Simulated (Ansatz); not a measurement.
Data:

Be2C:
```
Be2C
1.0
    0.00000     2.13416     2.13416
    2.13416     0.00000     2.13416
    2.13416     2.13416     0.00000
Be C
2 1
Direct
  0.25000   0.25000   0.25000
  0.75000   0.75000   0.75000
  0.00000   0.00000   0.00000
```

This is the LDA-relaxed structure.

Problem. All from DFT-LDA in the program Ansatz with PAW potentials, unless another level is named. Estimate the hole effective mass, band 3 of 3 at the edge.

Solution. 0.25 along [100], 0.17 along [110], 0.14 along [111] (mₑ).

Problem. What about the hole effective mass, band 1 of 3 at the edge?

Solution. 0.45 along [100], 3.5 along [110], 0.66 along [111] (mₑ).

Problem. Next, the weight of the valence-edge state by species (Voronoi cells)?

Solution. C 76 %, Be 24 %.

Problem. Next, the conduction-band minimum?

Solution. at X (3 equivalent valleys).

Space group Fm-3m (fluorite or antifluorite type). Symmetry was held in the LDA relaxation; phonons on a q-mesh show no instability.

Potentials: the later of the program's two PAW sets.

Edges and masses are those of Kohn–Sham bands, whose gap is no quasiparticle gap.
